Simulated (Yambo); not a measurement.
G0W0@PBEsol for K₂LiAlF₆ (space group Fm-3m, No. 225) in Yambo. Reference settings: 2×2×2 Γ-centred k mesh, bands 2 to 191 and a 7 Ry block in the screening, 191 bands in G with the Bruneval-Gonze terminator, plasmon pole fitted at 27.2 eV. The PBEsol gap Γ → Γ on this mesh is 7.32 eV; G0W0 gaps are taken between the same points.

With and without the terminator, as bands are cut:

| bands in G (in W) | gap, terminator (eV) | gap, none (eV) | valence shift, terminator (eV) | valence shift, none (eV) |
|---|---|---|---|---|
| 80 (191) | 11.576 | 11.366 | -2.674 | -2.099 |
| 126 (191) | 11.533 | 11.359 | -2.669 | -2.291 |
| 191 (191) | 11.528 | 11.418 | -2.676 | -2.447 |

Over this range the gap spans 0.048 eV with the terminator and 0.059 eV without, the valence shift 0.007 eV and 0.348 eV. Neither column has reached its limit for certain.

Geometry of the Materials Project entry, not relaxed at this level; primitive cell a = 5.6418 Å, b = 5.6418 Å, c = 5.6418 Å, α = 60.00°, β = 60.00°, γ = 60.00°.

A shift is the quasiparticle energy of the state minus its PBEsol energy.
